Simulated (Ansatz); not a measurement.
The start is a relaxed Pb cell displaced along its unstable phonon at q = (½, 0, 0) of its primitive reciprocal cell (20i cm⁻¹), largest move 0.15 Å. The structure is fully relaxed (lattice and positions, P = 0) with r2SCAN (plane waves to 500 eV, PAW, scalar-relativistic; Ansatz, a first-principles code). The first steps use a coarse 5×10×10 k-mesh.

Input geometry:
```
CELL_PARAMETERS angstrom
      6.42655     0.00000     0.00000
      0.00000     3.21327     0.00000
      0.00000     0.00000     3.21327
ATOMIC_POSITIONS crystal
  Pb 0.00000 0.00000 0.95332
  Pb 0.50000 0.00000 0.04668
```

Which atoms feel the largest initial force, and how large is it?

0.05 eV/Å, on Pb1, Pb2 (atoms numbered as listed).

By how much does the energy per atom fall from start to end?

0.06 eV/atom.

How does the volume per atom move from start to end?

-3.3 %, from 33.18 to 32.07 Å³/atom.

How do the shortest distances between atoms change?

The closest pairs of elements (up to four, under 3.6 Å), start → end: Pb–Pb 3.21 → 3.23 Å.

Is the relaxed structure metallic? Give its gap.

Zero (metallic).

What does it relax into? Give the structure.


Space group P6/mmm (No. 191); a = 3.385 Å, b = 3.385 Å, c = 3.231 Å, α = 90.00°, β = 90.00°, γ = 120.00°

```tsv
atom	site	symmetry	x	y	z
Pb	1a	6/mmm	0.0000	0.0000	0.0000
```

Final values are on a 16×16×14 k-mesh of the relaxed cell. No spin polarisation in the result.

The run could not lose the symmetry of its start: the end is stationary, and may be a saddle point rather than a minimum.

The relaxed structure here is a generated cell of Pb: the first start was made by placing the elements on the sites of a structure type, and the end was not matched to a known phase here, so it may be hypothetical. Known forms of Pb include space group No. 225.
